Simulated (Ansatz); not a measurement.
The start is a generated cell, SnTe placed in the AFLOW prototype AB_tP8_136_g_f (as in BeO). The cell and all atomic positions are relaxed at zero pressure with PBE (plane waves to 420 eV, PAW, scalar-relativistic; Ansatz, an electronic-structure program). The first steps use a coarse 3×3×5 k-mesh.

Input geometry:
```
CELL_PARAMETERS angstrom
      8.03287     0.00000     0.00000
      0.00000     8.03287     0.00000
      0.00000     0.00000     4.63370
ATOMIC_POSITIONS crystal
  Sn 0.33600 0.66400 0.00000
  Sn 0.83600 0.83600 0.50000
  Sn 0.16400 0.16400 0.50000
  Sn 0.66400 0.33600 0.00000
  Te 0.31000 0.31000 0.00000
  Te 0.81000 0.19000 0.50000
  Te 0.19000 0.81000 0.50000
  Te 0.69000 0.69000 0.00000
```

- Initial pressure = +10.5 GPa (positive: the cell is compressed)
- Outcome = The space group goes from P4₂/mnm (No. 136) to Fm-3m (No. 225); the end is rock salt type, with 2 atoms in the primitive cell
- Volume change = -11.9 %, from 37.37 to 32.92 Å³/atom
- Optimiser moves = 25

Final structure:

Space group Fm-3m (No. 225); a = b = c = 6.410 Å, α = β = γ = 90.00°

```
atom  site  symmetry       x       y       z
----  ----  --------  ------  ------  ------
Sn      4a      m-3m  0.0000  0.0000  0.0000
Te      4b      m-3m  0.5000  0.5000  0.5000
```
(The calculation used a cell of 2 atoms; values per cell refer to that cell.)

Final values are on a 13×13×13 k-mesh of the relaxed cell. No spin polarisation in the result.

The run could not lose the symmetry of its start.
